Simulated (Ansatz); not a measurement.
# MnIn₂: reading a single point

```
Mn In
1.0
     0.00000    0.00000    5.38167
     3.29804   -3.29804    2.69083
     3.29804    3.29804   -2.69083
Mn In
2 4
Direct
  0.25000 0.00000 0.00000
  0.75000 0.00000 0.00000
  0.16143 0.17714 0.50000
  0.33857 0.50000 0.17714
  0.83857 0.82286 0.50000
  0.66143 0.50000 0.82286
```

The numbers come from plane-wave PAW DFT (Ansatz): PBE, spin-orbit coupling, 420 eV, 6×6×6 Γ-centred k points, methfessel-paxton occupations (width 0.0164 eV). Nothing was relaxed.

The state carries no moments; the state need not be the lowest.

**Stress.** The pressure is -2.7 GPa (compression positive), so with the atoms held at these fractions the cell would first shrink; the forces are large, so a full relaxation may end otherwise. The principal stresses -5.9, -1.2, -1.2 GPa differ, so its shape would change too.
**At the Fermi level.** It is a metal, with about 6.9 states/eV a cell as the mean within 0.25 eV of the Fermi level, mostly Mn d (79 %) and In p (15 %).
**Forces.** The largest is on In4 (and as large on other atoms): 0.82 eV/Å, components (-0.58, -0.58, 0.00). It makes 73° with the line to a nearest neighbour, Mn1 at 2.82 Å.
**Charges.** Bader charges in e: Mn -0.12, In +0.06. In the mean In gives up most and Mn takes most.

Origin: a known structure type with other elements, at an estimated volume, so it need not be a known compound. Caveats: started without moments under time reversal, so no moment could form.
